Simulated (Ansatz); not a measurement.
RbVF$_{3}$: pressure against volume

RbVF$_{3}$, Pm-3m, a = 4.178 Å. The structure is a COD entry; whether it is the stable form wasn't checked. Ansatz: r2SCAN, PAW, 500 eV, Γ-centred 8×8×8 mesh on 5 atoms, Gaussian smearing 0.02 eV; collinear spin, largest moment 2.3 μB. Symmetry fixes shape and atoms, so the cell is only scaled; pressure is positive in compression.

| V (Å³/atom) | P (GPa) |
| --- | --- |
| 13.710 | 5.60 |
| 14.148 | ? |
| 14.585 | 0.00 |
| 15.023 | -2.15 |
| 15.460 | -3.97 |

Problem. Take V0 = 14.585 Å³/atom, fit the third-order Birch–Murnaghan form to the other rows, and predict the missing pressure.

Solution. With the Eulerian strain f = ½[(V0/V)^(2/3) − 1] and y = P/[3f(1 + 2f)^(5/2)], the form is the line y = B0 + 1.5 B0 (B0′ − 4) f. Rows (f, y): 0.02105, 80.0; -0.00977, 77.1; -0.01905, 76.6. Means f = -0.002590, y = 77.900; Σ(Δf)² = 0.0008813, ΣΔfΔy = 0.07679; the slope is their ratio. y = 78.13 + 87.12 f GPa, so B0 = 78.1 GPa and B0′ = 4 + 2 × (87.12)/(3 × 78.13) = 4.74. At V = 14.148, f = 0.01024, y = 79.02 and P = 2.55 GPa. The run gave 2.56 GPa, so the fit is 0.01 GPa too low, a small miss on the scale of the series.

The state reached may not be the lowest one. The cell holds one magnetic atom, so it can only be ferromagnetic; an antiferromagnetic order may lie lower.

Symmetry holds off the tilts and polar distortions that many cubic perovskites undergo.

Cost: 5 runs of about 3.1 core-minutes in all, on Arm Neoverse V2 (shared hosts).